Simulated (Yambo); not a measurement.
Yambo run on BaH2 (space group Pnma, No. 62). The wavefunctions come from this Quantum ESPRESSO step (PBEsol, PseudoDojo standard norm-conserving files, scalar-relativistic):

```
&CONTROL
  calculation = 'nscf'
  pseudo_dir = './pseudo'
  outdir = './out'
/
&SYSTEM
  ibrav = 0
  nat = 12
  ntyp = 2
  ecutwfc = 72.0
  ecutrho = 288.0
  occupations = 'fixed'
  force_symmorphic = .true.
  nbnd = 311
/
&ELECTRONS
  conv_thr = 1.2000000000000002e-08
  diago_full_acc = .true.
  diago_thr_init = 1e-08
/
ATOMIC_SPECIES
H 1.0080 H.upf
Ba 137.3270 Ba.upf
CELL_PARAMETERS angstrom
  6.842800000000   0.000000000000   0.000000000000
  0.000000000000   4.178290000000   0.000000000000
  0.000000000000   0.000000000000   7.890760000000
ATOMIC_POSITIONS crystal
H   0.528160000000   0.250000000000   0.680820000000
H   0.471840000000   0.750000000000   0.319180000000
H   0.971840000000   0.750000000000   0.180820000000
H   0.028160000000   0.250000000000   0.819180000000
H   0.354920000000   0.750000000000   0.928430000000
H   0.645080000000   0.250000000000   0.071570000000
H   0.145080000000   0.250000000000   0.428430000000
H   0.854920000000   0.750000000000   0.571570000000
Ba   0.760520000000   0.250000000000   0.387110000000
Ba   0.239480000000   0.750000000000   0.612890000000
Ba   0.739480000000   0.750000000000   0.887110000000
Ba   0.260520000000   0.250000000000   0.112890000000
K_POINTS automatic
2 2 1 0 0 0
```

Yambo input:

```
rim_cut
gw0
dyson
el_el_corr
HF_and_locXC
ppa
em1d
RandQpts= 1000000
RandGvec= 1 Ry
EXXRLvcs= 72 Ry
VXCRLvcs= 288 Ry
Chimod= "HARTREE"
% BndsRnXp
 1 | 310 |
%
NGsBlkXp= 7 Ry
% LongDrXp
 1.0 | 1.0 | 1.0 |
%
PPAPntXp= 27.2114 eV
% GbndRnge
 1 | 310 |
%
GTermKind= "BG"
DysSolver= "n"
ExtendOut
% QPkrange
 1 | 1 | 24 | 25 |
 2 | 2 | 24 | 25 |
 3 | 3 | 24 | 25 |
 4 | 4 | 24 | 25 |
%
```

k points by index: 1 = Γ, 2 = (0, -0.5, 0), 3 = (-0.5, 0, 0), 4 = (-0.5, -0.5, 0).

The o-*.qp file then holds:

```
#    K-point    Band    Eo [eV]    E [eV]    E-Eo [eV]    Vxc [eV]    Vnlxc [eV]    Sc|Eo [eV]    Sc|E [eV]    dSc/dw|Eo [eV]    Re(Z)    Im(Z)
#
    1    24    0.000000    -1.079343    -1.079343    -10.62718    -13.60846    1.613565    1.901932    -7.269164    0.789177    -0.001639
    1    25    3.453462    4.036734    0.583272    -8.971639    -4.401494    -3.859785    -3.986873    -5.927476    0.821130    -0.001458
    2    24    -0.814056    -1.968800    -1.154743    -10.60234    -13.90762    1.839524    2.150539    -7.328153    0.787830    -0.001624
    2    25    3.251933    3.786134    0.534201    -8.519822    -4.089924    -3.781315    -3.895697    -5.824987    0.823677    -0.001323
    3    24    -0.069857    -1.218579    -1.148722    -10.65910    -13.83824    1.723436    2.030425    -7.271228    0.789130    -0.001654
    3    25    3.246038    3.808922    0.562885    -8.736435    -4.257442    -3.795118    -3.916109    -5.847589    0.823114    -0.001360
    4    24    -0.706713    -1.870013    -1.163300    -10.54250    -13.84862    1.828846    2.142820    -7.343327    0.787483    -0.001803
    4    25    3.072955    3.608351    0.535397    -8.483981    -4.100125    -3.734341    -3.848459    -5.798542    0.824337    -0.001341
```
(The two width columns are left out.) Convergence of these settings isn't established.

Geometry of the Materials Project entry, not relaxed at this level.
